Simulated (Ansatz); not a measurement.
SiC (4H type, space group P6_3mc)

```
CELL_PARAMETERS angstrom
      3.07776     0.00000     0.00000
     -1.53888     2.66542     0.00000
      0.00000     0.00000    10.07734
ATOMIC_POSITIONS crystal
  Si 0.00000 0.00000 0.00030
  Si 0.00000 0.00000 0.50030
  Si 0.66667 0.33333 0.75024
  Si 0.33333 0.66667 0.25024
  C  0.00000 0.00000 0.81287
  C  0.00000 0.00000 0.31287
  C  0.66667 0.33333 0.56221
  C  0.33333 0.66667 0.06221
```

The slice is a (0001) plane (indices of the conventional cell) through the point (0.000, 0.000, 0.313) (fractional), spanned by u = [110] and v = [1 -1 0] in vectors of this cell: u (3.08 Å) and v (5.33 Å, at 90° to u). It covers one period; positions are fractions (u, v).

The numbers are results of r2SCAN (plane waves to 500 eV, PAW, scalar-relativistic; Ansatz, a first-principles code), not measurements. k mesh 12×12×4. Near the nuclei the fields are pseudised (PAW); where an atom keeps semicore shells as valence, they peak there. SiC was relaxed with its symmetry unable to fall. The PAW data are Ansatz's earlier set.

Task: Sketch the density of the highest valence band (whole band, smooth part) on this plane as a map.

Result: 
```
|**@@@@**--::..::--**@@@@|
|%%%%##++--......--++##%%|
|====----::..  ..::----==|
|............  ..........|
|      ....::::::....    |
|      ..::--==--::..    |
|      ..--++**++--..    |
|    ..::++%%@@%%++::..  |
|    ::==##%%**%%##==::  |
|....--++@@**  **@@++--..|
|..::--**@@@@**@@@@**--::|
|....--++##%%%%%%##++--..|
|  ..::----======----::..|
|  ......................|
|::::....          ....::|
|==--::..          ..::--|
|**++--..          ..--++|
|@@%%++::..      ..::++%%|
|**%%##==::      ::==##%%|
|  **@@++--......--++@@**|
```
Scale: ten equal steps from 0.001 (start of ' ') to 0.090 (end of '@'), in the order ' .:-=+*#%@'. Values: density of the highest valence band (whole band, smooth part) in e/Å³. The map has 12 points along u (two characters each, u = 0 at the left) and 20 along v (v = 0 in the bottom row).
